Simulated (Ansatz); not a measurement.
Data:

NbB2 in space group P6/mmm (No. 191; Nb on 1a, B on 2d), a = 3.094 Å, b = 3.094 Å, c = 3.293 Å, α = 90.00°, β = 90.00°, γ = 120.00°.

This is the PBEsol-relaxed structure.

**Question.** All from PBEsol (plane waves, PAW; program Ansatz), unless another level is named. Give the electronic character.

**Answer.** metallic (no gap).

**Question.** Predict the formation energy from the elements (no fitted shifts).

**Answer.** -0.79 eV/atom.

**Question.** What about the density of states at the Fermi level?

**Answer.** 0.34 states/eV per atom (mean over ±0.08 eV).

**Question.** What about the gap with spin–orbit coupling?

**Answer.** none (metallic).

The first step of the workflow began from a Materials Project structure, measured or hypothetical; the Crystallography Open Database files this formula in space group No. 191, but the cells were not matched. Its standing as an ambient phase is unchecked. The PBEsol relaxation kept the symmetry of its start; of distortions, only those at the zone centre were tested. No spin polarisation was allowed. The references are the lowest solids computed at this level, not always the standard phases. Spin–orbit coupling is left out wherever it is not named.

Potentials: the later of the program's two PAW sets.
